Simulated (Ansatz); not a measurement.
The following input was run with Ansatz 0.2.0.

```yaml
crystal:
  lattice:
    - [6.0636097074, 0.0, 0.0]
    - [0.0, 6.4484590514, 0.0]
    - [0.0, 0.0, 25.0016533936]
  atoms:
    - { symbol: C, position: [0.2587510266, 0.1431529214, 0.7550336269] }
    - { symbol: "N", position: [0.2601892571, -0.0363244283, 0.7551653132] }
    - { symbol: H, position: [0.2573319104, 0.3102840575, 0.7548871374] }
basis:
  ecutwfc: 420
kpoints:
  mp_grid: { grid: [3, 3, 1] }
hamiltonian:
  xc: pbe
scf:
  occupations: { method: gaussian, width: 0.1 }
output:
  forces: true
  eigenvalues: true
  write_density: true
  volumetric_format: npy
efield:
  axis: 3
  dipole_correction: true
  ramp_width: 0.04
```

Command:
```bash
ansatz run input.yaml --threads 4 --pin off --max-ram 10240MiB --backend cpu --events-out ev --progress --plain --runs-dir out
```

The calculation used DFT PBE, scalar-relativistic, plane waves, PAW (Ansatz 0.2.0).

From the run's log, abridged:

```
Pseudopotentials: kind: paw
Pseudopotential: C, paw, valence charge 4, recommended cutoff 420 eV (normal)
Pseudopotential: N, paw, valence charge 5, recommended cutoff 420 eV (normal)
Pseudopotential: H, paw, valence charge 1, recommended cutoff 420 eV (normal)
Functional definition: PBE
Crystal: 3 atoms, lattice volume = 977.588 Å³
Basis set: ecut = 420 eV, 19055 PW (Γ), exchange–correlation on 90×90×360 points (8 copies of the dense FFT grid, shifted against one another)
Bands: 9, of which v1, the nominal top of the filled ones, is band 5 counted from 1 (4 counted from 0)
Symmetry: 1 space group operations
Space group: P1 (ITA 1), of the structure as read, at distance tolerance 9.9e-5 Å
k-points: 5 of 9 (time reversal used)
Initial density: superposition of atomic densities (neutral atoms: chi_scale 0, normalization atom), corrected by the library's trained network
Initial wavefunctions: pseudopotential atomic-orbital guess
Functional: x = pbe(κ = 0.804, μ = 0.21951497), c = pbe(β = 0.06672455)
SCF iter   1: F=—  HF=-649.644740 eV  |F-HF|=—  |Δ(HF+E_count)|=         —  Δρ=2.59e-3  dr2=1.19e-1  ethr=1.77e-3  p=-0.001 e·Å  D=-2.77e-4 V/Å  ΔV_dip=0.01 eV  dr2_dipole=3.30e-8  V_vac-E_F(+/−)=5.16/5.15 eV  ⟨swp⟩=6.0  Hψ=359  notcnv=0
efield: sawtooth ramp at fractional position 0.2350 (placed from the atoms, in the widest stretch of the axis that holds none; the zero of the levels goes with the place), width 0.0400; the density the first Hamiltonian is built on has a dipole p = -0.001 e·Å; the dipole correction subtracts the counter field D = -2.77e-4 V/Å, which shifts the + side's vacuum level by +0.01 eV against the − side's; the planar-averaged density in the ramp window peaks in size at 2.5e-7 e/Å³
SCF iter   2: F=—  HF=-649.651395 eV  |F-HF|=—  |Δ(HF+E_count)|=   6.66e-3  Δρ=3.57e-3  dr2=1.44e-1  ethr=1.19e-3  p=-0.002 e·Å  D=-3.31e-4 V/Å  ΔV_dip=0.01 eV  dr2_dipole=8.91e-9  V_vac-E_F(+/−)=5.07/5.06 eV  ⟨swp⟩=2.6  Hψ=132  notcnv=0
SCF iter   3: F=—  HF=-649.625450 eV  |F-HF|=—  |Δ(HF+E_count)|=   2.59e-2  Δρ=4.75e-4  dr2=4.11e-3  ethr=1.19e-3  p=-0.002 e·Å  D=-3.14e-4 V/Å  ΔV_dip=0.01 eV  dr2_dipole=1.57e-9  V_vac-E_F(+/−)=5.13/5.12 eV  ⟨swp⟩=2.0  Hψ=70  notcnv=0
SCF iter   4: F=—  HF=-649.627817 eV  |F-HF|=—  |Δ(HF+E_count)|=   2.37e-3  Δρ=8.65e-5  dr2=6.59e-5  ethr=4.11e-5  p=-0.002 e·Å  D=-3.29e-4 V/Å  ΔV_dip=0.01 eV  dr2_dipole=8.11e-12  V_vac-E_F(+/−)=5.15/5.14 eV  ⟨swp⟩=2.2  Hψ=126  notcnv=0
SCF iter   5: F=—  HF=-649.628096 eV  |F-HF|=—  |Δ(HF+E_count)|=   2.78e-4  Δρ=2.99e-5  dr2=4.97e-6  ethr=6.59e-7  p=-0.002 e·Å  D=-3.30e-4 V/Å  ΔV_dip=0.01 eV  dr2_dipole=1.47e-15  V_vac-E_F(+/−)=5.15/5.14 eV  ⟨swp⟩=2.0  Hψ=84  notcnv=0
SCF iter   6: F=—  HF=-649.628123 eV  |F-HF|=—  |Δ(HF+E_count)|=   2.76e-5  Δρ=6.23e-6  dr2=4.03e-7  ethr=4.97e-8  p=-0.002 e·Å  D=-3.30e-4 V/Å  ΔV_dip=0.01 eV  dr2_dipole=2.51e-14  V_vac-E_F(+/−)=5.15/5.14 eV  ⟨swp⟩=3.0  Hψ=70  notcnv=0
SCF iter   7: F=-649.628123 eV  HF=-649.628123 eV  |F-HF|=4.12e-8  |Δ(HF+E_count)|=   1.86e-7  Δρ=1.03e-6  dr2=4.90e-9  ethr=1.00e-9  p=-0.002 e·Å  D=-3.30e-4 V/Å  ΔV_dip=0.01 eV  dr2_dipole=9.02e-16  V_vac-E_F(+/−)=5.15/5.15 eV  ⟨swp⟩=13.0  Hψ=325  notcnv=0
SCF 1 converged in 7 iterations: F = -649.628123 eV  dr2 = 4.90e-9
SCF converged after 7 iterations
Free energy (F): -649.628123 eV
Harris-Foulkes:  -649.628123 eV  (|F-HF|=4.12e-8)
Internal energy: -649.628123 eV  (E = F + TS)
E sigma→0 (E₀):  -649.628123 eV
Fermi energy:    -4.924887 eV
Dipole field:    D = -0.000330 V/Å  (p = -0.001784 e·Å, saw-weighted, corrected)
Work function:   Φ+ = 5.1538 eV   Φ− = 5.1456 eV
Levels:          The Fermi level and band energies are counted from a zero that moves with the ramp; work functions are not
--- Per-component energies (eV) ---
  E_band       = -128.685232
  E_kinetic    = 225.989370
  E_local      = -1712.350189  (includes V_loc(G=0)·N_el)
  E_nonlocal   = 77.719608
  E_hartree    = 723.978232
  E_xc         = -112.897452
  E_vxc        = -141.461545  (∫ρ·V_xc dr)
  E_paw        = -227.092374  (= ΣΔE_a)
  E_vpaw       = -26.538592  (= ΣTr[D̂ρ^β])
  E_aug_tail   = -0.001170  (compensation charges beyond the density's cutoff)
  E_efield     = 0.000000  (sawtooth field / dipole correction)
  E_vefield    = 0.000005  (∫n·V_field dr)
  E_ewald      = 375.025851
  E_smearing   =  0.000000  (= −TS)
--- Forces (eV/Å), atoms counted from 1 ---
  atom   1  C     -0.00140832    -0.00487006    -0.00161937
  atom   2  N     -0.00007228     0.02761382     0.00008797
  atom   3  H      0.00146739    -0.02277927     0.00153174
--- Band table (eV; the first three rows and the last of 5) ---
  k-point 0: bands = ["-22.8136", "-14.8128", "-9.0593", "-8.8374", "-8.8280", "-0.8876", "-0.7976", "-0.5044", "0.2187"]
  k-point 1: bands = ["-22.8135", "-14.8170", "-9.0376", "-8.8355", "-8.8264", "-0.9793", "-0.8589", "-0.3214", "0.4153"]
  k-point 2: bands = ["-22.8135", "-14.8123", "-9.0574", "-8.8401", "-8.8362", "-0.9236", "-0.8629", "-0.0127", "0.6423"]
  k-point 4: bands = ["-22.8134", "-14.8165", "-9.0359", "-8.8382", "-8.8343", "-1.0228", "-0.9474", "0.0912", "0.7832"]
```

The run converged.

It took 2.2 s on 4 threads of Arm Neoverse V2, with other jobs on the host, peak memory 0.9 GiB.